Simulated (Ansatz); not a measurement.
# CoO, one structure, two calculations

Cell: a COD entry.

```
Co O
1.0
    -1.50800    1.50800    2.10725
     1.50800   -1.50800    2.10725
     1.50800    1.50800   -2.10725
Co O
1 1
Direct
  0.00000 0.00000 0.00000
  0.50000 0.50000 0.00000
```

Atoms are numbered from 1 in the order listed; like atoms form one site, named after its first atom.

First run. All values are calculated (Ansatz; DFT, PBE, plane waves and PAW, scalar-relativistic, collinear spin, 420 eV cutoff, Γ-centred 10×10×10 k-points, Fermi–Dirac smearing 0.02 eV), not measured. Start moments as typed (μB): 3 on each Co, none on the rest.

```json
{"site": "Co", "atom": "1", "V_zz (10²¹ V/m²)": "0.95", "η": "0.00", "m (μB)": "2.48"}
{"site": "O", "atom": "2", "V_zz (10²¹ V/m²)": "0.21", "η": "0.00", "m (μB)": "0.32"}
```

Second run. The same atoms and settings, except that the mesh is 15×15×15 and the Fermi–Dirac smearing is 0.05 eV.

Q: Given the first result, estimate the second.

A: 

```tsv
site	atom	V_zz	η	change of V_zz	m (μB)
Co	1	0.80	0.00	-0.15	2.48
O	2	0.21	0.00	0.00	0.32
```

The largest change of V_zz is on Co, from 0.95 to 0.80.

Semilocal functionals can leave a metal where correlation in the d or f shell opens a gap in the real compound, and that would change the values at and beside Co. With these PAW files V_zz is typically within 2 to 3 % of all-electron values, but misses above 10 % occur on Co. Measured CoO orders antiferromagnetically, but in this run all moments are parallel, as the start or the cell imposes: fields and spin densities carried over to other atoms belong to this order alone, and gaps, moments and gradients can differ too.
